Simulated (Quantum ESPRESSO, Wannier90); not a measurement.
# MgTe (wurtzite): Wannier90 run

```
CELL_PARAMETERS angstrom
      4.59020     0.00000     0.00000
     -2.29510     3.97523     0.00000
      0.00000     0.00000     7.43781
ATOMIC_POSITIONS crystal
  Mg 0.33333 0.66667 0.99599
  Mg 0.66667 0.33333 0.49599
  Te 0.33333 0.66667 0.37401
  Te 0.66667 0.33333 0.87401
```

Structure: Materials Project mp-1039, symmetrised, not relaxed again. COD (Crystallography Open Database) has an entry of this formula and space group (matched by these alone). Computed values, not measurements, from PBEsol: Quantum ESPRESSO (norm-conserving PseudoDojo potentials, cutoff 68 Ry, spinors with spin-orbit coupling) on a Γ-centred 4×4×4 mesh, then Wannier90. Density: 12×12×4 mesh, cold smearing 0.01 Ry.

The plane-wave run has 88 bands and 52 electrons a cell. On the energy scale of pw.x, whose zero is arbitrary, the valence-band maximum lies at 4.59 eV.

Isolated groups of bands, relative to the valence-band maximum (bands from 53 on overlap up to the last one computed):

```tsv
bands	from (eV)	to (eV)	filling	weight on atomic waves
1–4	-75.17	-75.17	filled	Mg 2s 100 %
5–8	-42.28	-42.28	filled	Mg 2p 100 %
9–16	-42.00	-41.99	filled	Mg 2p 100 %
17–24	-36.22	-36.22	filled	Te 4d 100 %
25–36	-34.76	-34.75	filled	Te 4d 100 %
37–40	-10.51	-9.72	filled	Te 5s 90 %, Mg 3s 10 %
41–52	-3.55	0.00	filled	Te 5p 88 %, Mg 3s 9 %
```

Input w.win, without the blocks of cell, atoms and k-points (64 lines):

```
num_bands = 52
num_wann = 32
exclude_bands = 1-36
spinors = true
num_iter = 1000
conv_tol = 1.0e-6
conv_window = 4
dis_num_iter = 1000
dis_conv_tol = 1.0e-6
dis_froz_max = 8.13
write_hr = true
write_u_matrices = true
begin projections
f=0.32322,-0.33218,-0.00290: s;p
f=-0.34218,0.33409,0.49244: s;p
f=0.33576,-0.33113,0.36744: s;p
f=-0.33721,0.33021,-0.13234: s;p
end projections
mp_grid = 5 4 4
```

Task: Check the input against the numbers above: what is wrong, and how is it mended?

Result: wannier90.x -pp stops with:
```
Error: Wrong number of lines in block kpoints
```
The product of the three numbers of mp_grid differs from the number of lines in the kpoints block. Mended as below, all else unchanged, the run goes through (Ω_I = 61.5 Å²) and follows the plane-wave bands to 22 meV rms (states up to 3.0 eV relative to the valence-band maximum).
```
mp_grid = 4 4 4
```
